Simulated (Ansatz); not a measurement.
Input file for Ansatz (a quantum-chemistry and plane-wave program):

Ansatz 0.2 input:
```yaml
crystal:
  lattice:
    - [3.6656703213, 0.0, 0.0]
    - [0.0, 6.4564715384, 0.0]
    - [0.0, 0.0, 7.7147959161]
  atoms:
    - { symbol: O, position: [0.9993212278, 0.6796594375, 0.5] }
    - { symbol: O, position: [0.0006787722, 0.3203405625, 0.5] }
    - { symbol: O, position: [0.0006787722, 0.6796594375, 0.0] }
    - { symbol: O, position: [0.9993212278, 0.3203405625, 0.0] }
    - { symbol: O, position: [0.5, 0.5, 0.75] }
    - { symbol: O, position: [0.5, 0.5, 0.25] }
    - { symbol: Ta, position: [0.5, 0.5, 0.5] }
    - { symbol: Ta, position: [0.5, 0.5, 0.0] }
    - { symbol: O, position: [0.5, 0.0, 0.5] }
    - { symbol: O, position: [0.5, 0.0, 0.0] }
    - { symbol: Ta, position: [0.0, 0.0, 0.5] }
    - { symbol: Ta, position: [0.0, 0.0, 0.0] }
    - { symbol: O, position: [0.0, 0.0, 0.75] }
    - { symbol: O, position: [0.0, 0.0, 0.25] }
kpoints:
  mp_grid: { grid: [7, 4, 3] }
hamiltonian:
  xc: r2scan
  pseudopotentials: { kind: paw }
scf:
  occupations: { method: fixed }
output:
  optics: { e_range: [0.0, 15.0], de: 0.05, sigma: 0.1, bands: { spectra_wanted_up_to: 12 eV } }
```

Output (shortened):

```
output.optics: the spectra are integrated over the Brillouin zone by k·p interpolation around the k-points, where levels, occupations, output.optics.sigma and …
Pseudopotential: O, paw, valence charge 6
Pseudopotential: Ta, paw, valence charge 13
Functional definition: r2SCAN
Crystal: 14 atoms, lattice volume = 182.588 Å³
Basis set: ecut = 500 eV, 4695 PW (Γ), exchange–correlation on 108×192×240 points (64 copies of the dense FFT grid, shifted against one another)
Bands: 70, of which v1, the nominal top of the filled ones, is band 56 counted from 1 (55 counted from 0)
Symmetry: 8 space group operations
Space group: Pccm (ITA 49), of the structure as read, at distance tolerance 5.7e-5 Å
k-points: 24 of 84
SCF iter   1: F=—  HF=-45475.557507 eV  |F-HF|=—  |Δ(HF+E_count)|=         —  Δρ=1.64e-2  dr2=6.87e-1  dr2_τ=1.05e0  ethr=1.77e-3  ⟨swp⟩=4.8  Hψ=5914  notcnv=0  defer=270
preconditioner: auto → Resta (q_TF=auto, 2.515 Å⁻¹)
SCF iter   2: F=—  HF=-45475.607725 eV  |F-HF|=—  |Δ(HF+E_count)|=   5.02e-2  Δρ=7.75e-3  dr2=6.79e-2  dr2_τ=3.19e-2  ethr=6.14e-4  ⟨swp⟩=2.8  Hψ=2759  notcnv=0  defer=283
SCF iter   3: F=—  HF=-45475.605709 eV  |F-HF|=—  |Δ(HF+E_count)|=   2.02e-3  Δρ=3.56e-3  dr2=2.39e-2  dr2_τ=1.57e-3  ethr=6.06e-5  ⟨swp⟩=2.0  Hψ=2133  notcnv=0  defer=288
SCF iter   4: F=—  HF=-45475.603086 eV  |F-HF|=—  |Δ(HF+E_count)|=   2.62e-3  Δρ=8.69e-4  dr2=1.68e-3  dr2_τ=2.43e-4  ethr=2.13e-5  ⟨swp⟩=3.0  Hψ=2281  notcnv=0  defer=288
SCF iter   5: F=—  HF=-45475.603028 eV  |F-HF|=—  |Δ(HF+E_count)|=   5.81e-5  Δρ=4.41e-4  dr2=3.57e-4  dr2_τ=4.76e-5  ethr=1.50e-6  ⟨swp⟩=2.0  Hψ=2418  notcnv=0  defer=288
SCF iter   6: F=—  HF=-45475.603049 eV  |F-HF|=—  |Δ(HF+E_count)|=   2.15e-5  Δρ=1.42e-4  dr2=4.03e-5  dr2_τ=4.65e-6  ethr=3.19e-7  ⟨swp⟩=2.0  Hψ=2423  notcnv=0  defer=204
SCF iter   7: F=—  HF=-45475.603061 eV  |F-HF|=—  |Δ(HF+E_count)|=   1.17e-5  Δρ=8.78e-5  dr2=1.15e-5  dr2_τ=1.68e-6  ethr=3.60e-8  ⟨swp⟩=2.0  Hψ=2439  notcnv=0  defer=200
SCF iter   8: F=—  HF=-45475.603052 eV  |F-HF|=—  |Δ(HF+E_count)|=   9.20e-6  Δρ=2.05e-5  dr2=7.34e-7  dr2_τ=8.87e-8  ethr=1.03e-8  ⟨swp⟩=2.0  Hψ=2441  notcnv=0  defer=199
SCF iter  14: F=-45475.603276 eV  HF=-45475.603276 eV  |F-HF|=1.46e-11  |Δ(HF+E_count)|=  2.91e-11  Δρ=7.57e-8  dr2=8.42e-12  dr2_τ=1.16e-12  ethr=1.00e-12  ⟨swp⟩=10.4  Hψ=5682  notcnv=0
SCF 1 converged in 14 iterations: F = -45475.603276 eV  dr2 = 8.42e-12
NSCF: frozen V_eff on 24 k-points
Optics k sum: 0 of 24 k-points
Optics k sum: 2 of 24 k-points
Optics k sum: 3 of 24 k-points
Optics k sum: 4 of 24 k-points
Optics k sum: 5 of 24 k-points
Optics k sum: 6 of 24 k-points
Optics k sum: 8 of 24 k-points
Optics k sum: 9 of 24 k-points
Optics k sum: 10 of 24 k-points
Optics k sum: 11 of 24 k-points
Optics k sum: 12 of 24 k-points
Optics k sum: 14 of 24 k-points
Optics k sum: 15 of 24 k-points
Optics k sum: 16 of 24 k-points
Optics k sum: 17 of 24 k-points
Optics k sum: 18 of 24 k-points
Optics k sum: 20 of 24 k-points
Optics k sum: 21 of 24 k-points
Optics k sum: 22 of 24 k-points
Optics k sum: 23 of 24 k-points
Optics k sum: 24 of 24 k-points
Optics k sum: 0 of 24 k-points
Optics k sum: 2 of 24 k-points
Optics k sum: 3 of 24 k-points
Optics k sum: 4 of 24 k-points
Optics k sum: 5 of 24 k-points
Optics k sum: 6 of 24 k-points
Optics k sum: 8 of 24 k-points
Optics k sum: 9 of 24 k-points
Optics k sum: 10 of 24 k-points
Optics k sum: 11 of 24 k-points
Optics k sum: 12 of 24 k-points
Optics k sum: 14 of 24 k-points
Optics k sum: 15 of 24 k-points
Optics k sum: 16 of 24 k-points
Optics k sum: 17 of 24 k-points
Optics k sum: 18 of 24 k-points
Optics k sum: 20 of 24 k-points
Optics k sum: 21 of 24 k-points
Optics k sum: 22 of 24 k-points
Optics k sum: 23 of 24 k-points
Optics k sum: 24 of 24 k-points
NSCF: frozen V_eff on 1 k-points
NSCF: frozen V_eff on 1 k-points
NSCF: frozen V_eff on 1 k-points
NSCF: frozen V_eff on 1 k-points
NSCF: frozen V_eff on 1 k-points
NSCF: frozen V_eff on 1 k-points
output.optics: what the bands over the 107 summed would add to eps1, eps2 and the energy-loss function is held between a lower and an upper bound (9 Lanczos …
SCF converged after 14 iterations
Free energy (F): -45475.603276 eV
Harris-Foulkes:  -45475.603276 eV  (|F-HF|=1.46e-11)
Internal energy: -45475.603276 eV  (E = F + TS)
E sigma→0 (E₀):  -45475.603276 eV
Fermi energy:    8.444695 eV
--- Per-component energies (eV) ---
  E_band       = -1094.589667
  E_kinetic    = 3212.613227
  E_local      = -7582.730558  (includes V_loc(G=0)·N_el)
  E_nonlocal   = 529.788657
  E_hartree    = 2709.915610
  E_xc         = -1545.168182
  E_vxc        = -1934.941098  (∫ρ·V_xc dr)
  E_paw        = -35292.143950  (= ΣΔE_a)
  E_vpaw       = -851.388645  (= ΣTr[D̂ρ^β])
  E_aug_tail   = 0.010145  (compensation charges beyond the density's cutoff)
  E_vtau       = 112.227378  (kinetic-family band-sum trace: ∫τ·v_τ [+ j·A + Jᵃ·Aᵃ] dr)
  E_ewald      = -7504.543695
  E_core_change = -3.344530  (= ΣΔE_core)
  E_smearing   =  0.000000  (= −TS)
  E_closure    = 0.000000  (closes the sum)
  Σ components = -45475.603276   (vs F -45475.603276, Δ=0.00e0)
  [band-id]    e_kinetic+e_local+e_nonlocal+2·e_hartree+e_vxc+e_vpaw+e_augmentation_tail+e_vtau = -1094.589673   (vs E_band -1094.589667, Δ=-5.58e-6)
--- Band table (eV; the first three rows and the last of 24) ---
  k-point 0: bands = ["-63.4906", "-63.4900", "-60.8661", "-60.8654", "-29.3637", "-29.3585", "-29.2219", "-29.0904", "-28.9532", "-28.9481", "-27.0182", "-27.0128", "-26.8718", "-26.8659", "-26.7977", "-26.6528", "-11.8091", "-11.5244", "-11.4456", …
  k-point 1: bands = ["-63.4904", "-63.4901", "-60.8659", "-60.8656", "-29.3624", "-29.3598", "-29.1896", "-29.1238", "-28.9519", "-28.9494", "-27.0168", "-27.0141", "-26.8703", "-26.8674", "-26.7621", "-26.6897", "-11.6541", "-11.5482", "-11.3184", …
  k-point 2: bands = ["-63.4906", "-63.4899", "-60.8661", "-60.8654", "-29.3630", "-29.3577", "-29.2219", "-29.0904", "-28.9531", "-28.9481", "-27.0182", "-27.0128", "-26.8733", "-26.8674", "-26.7977", "-26.6528", "-11.7491", "-11.4510", "-11.4472", …
  k-point 23: bands = ["-63.4886", "-63.4883", "-60.8642", "-60.8639", "-29.3425", "-29.3399", "-29.1843", "-29.1189", "-29.0644", "-29.0616", "-27.2874", "-27.2843", "-26.8577", "-26.8548", "-26.7497", "-26.6777", "-11.2171", "-10.5664", "-10.5422", …
```

Cost: roughly 6 core-minutes on shared cores.

Space group Pmmm. The workflow started from an entry of the Crystallography Open Database (COD); the relaxed space group is not among those it files for this formula. COD files the formula under space group No. 49, so this cell is another polymorph or a model. Its standing as an ambient phase is unchecked. Symmetry was held in the r²SCAN relaxation; whether a distortion lowers the energy is not shown. The run is not spin-polarised. Point labels and valley counts follow the cell and symmetry of the run, lower than the named group. Spin–orbit coupling is left out wherever it is not named.

Potentials: the later of the program's two PAW sets.

Ansatz is a plane-wave DFT program.
